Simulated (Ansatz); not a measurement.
Cu Kα1 powder pattern (kinematic, no thermal factors).
2θ (°) (relative intensity): 19.15 (27, 1 0 0), 27.20 (33, 1 1 0), 33.48 (100, 1 1 1), 38.85 (23, 2 0 0), 43.66 (22, 2 1 0), 48.08 (14, 2 1 1), 56.12 (46, 2 2 0), 59.86 (9, 3 0 0), 63.46 (5, 3 1 0), 66.95 (37, 3 1 1), 70.35 (6, 2 2 2), 73.68 (2, 3 2 0), 76.96 (7, 3 2 1), 83.40 (7, 4 0 0), 86.58 (6, 4 1 0), 89.75 (4, 4 1 1)

The pattern is computed from a structure relaxed with Ansatz, DFT PBE, scalar-relativistic, plane waves, PAW. No spin polarisation. Its elements are Al, N, Y.

Problem. Give the structure.

Solution. YAl3N4.
Space group P-43m (No. 215). a = 4.632 Å, b = 4.632 Å, c = 4.632 Å, α = 90.00°, β = 90.00°, γ = 90.00°
```json
{"atom": "Y", "site": "1b", "symmetry": "-43m", "x": "0.5000", "y": "0.5000", "z": "0.5000"}
{"atom": "Al", "site": "3d", "symmetry": "-42.m", "x": "0.5000", "y": "0.0000", "z": "0.0000"}
{"atom": "N", "site": "4e", "symmetry": ".3m", "x": "0.7722", "y": "0.2278", "z": "0.7722"}
```

A pattern alone doesn't exclude other cells with like lines; this is the one computed.

Another cell of YAl3N4 relaxed alike, in I-42m, lies 59 meV/atom lower, so this cell isn't the stable form at this level.

It was reached by relaxing an invented guess, and it needn't be the stable form of this composition.
